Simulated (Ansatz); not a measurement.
V2O3 (corundum, R-3c), PBEsol in the plane-wave PAW code Ansatz, all energies at zero smearing, with the estimated change up to a 700 eV cutoff added, with one set of potentials and settings (totals compare only within such a set). Cell of 10 atoms (4 V, 6 O): -14914.564 eV.

| element | reference phase | E (eV/atom) |
|---|---|---|
| V | Im-3m, 1 atoms in the cell | -2885.2930 |
| O | C2/m, 4 atoms in the cell, spin-polarised | -558.3554 |

Formation energy per atom, worked out: (-14914.564 − 4×(-2885.2930) − 6×(-558.3554))/10 = -2.326 eV/atom (-224 kJ per mol of atoms), at 0 K, without zero-point energy or fitted corrections.

The cell was relaxed with PBEsol under the symmetry of its start. Spin order of the final state: ferromagnetic, chosen from 5 collinear starts compared on coarse meshes (ties went to the first, and starts can fall back to one state), not a proven ground state. No Hubbard U is applied. The references are the lowest solids computed at this level, not always the standard phases (solids in place of the gases).

Potentials: the later of the program's two PAW sets.
